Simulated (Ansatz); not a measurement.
# Y$_{3}$N$_{4}$: computed properties

Computed with DFT PBE, scalar-relativistic, plane waves, PAW (Ansatz 0.2.0).

Settings: cutoff 420 eV, Γ-centred mesh 8×8×10 on the computed 7-atom cell, Gaussian smearing of 0.10 eV; collinear spin from starting moments 0.0 0.0 0.0 0.9 0.9 0.4 0.4 μB.

The structure is relaxed at this level of theory with its symmetry kept, and needn't be the ground state of this composition.

Space group Cmmm (No. 65), orthorhombic, a = 6.874 Å, b = 9.720 Å, c = 3.534 Å. Around Y on a site of symmetry 2/m lie 6 N at 2.44–2.47 Å; Y on a site of symmetry mmm has 6 N at 2.30 Å; N on a site of symmetry 2mm has 4 Y at 2.30–2.44 Å; N on a site of symmetry m2m has 1 Y at 2.30 Å and 4 Y at 2.47 Å.

| Property | Result |
| --- | --- |
| Volume per atom | 16.86 Å³ |
| Formation energy from the elements' standard states (uncorrected) | -0.653 eV/atom |
| Kohn–Sham band gap | none (metal) |
| Density of states at the Fermi level | 5.5 states/eV per cell |
| Orbital (Löwdin) character within 0.5 eV of the Fermi level | N 2p 84 %, Y 4d 12 % |
| Bader charge by site (e) | Y (2 in the cell) 1.97, Y (1 in the cell) 1.86, N (2 in the cell) -1.30, N (2 in the cell) -1.60 |
| Total moment | 2.81 μB per cell |
| Moment by site (μB) | N4 0.82, N5 0.82, N6 0.38, N7 0.38 |

Only this magnetic start was tried.

The cell was found from a structure generator's guess, not taken from experiment. Löwdin shares on free-atom orbitals overweight diffuse shells.
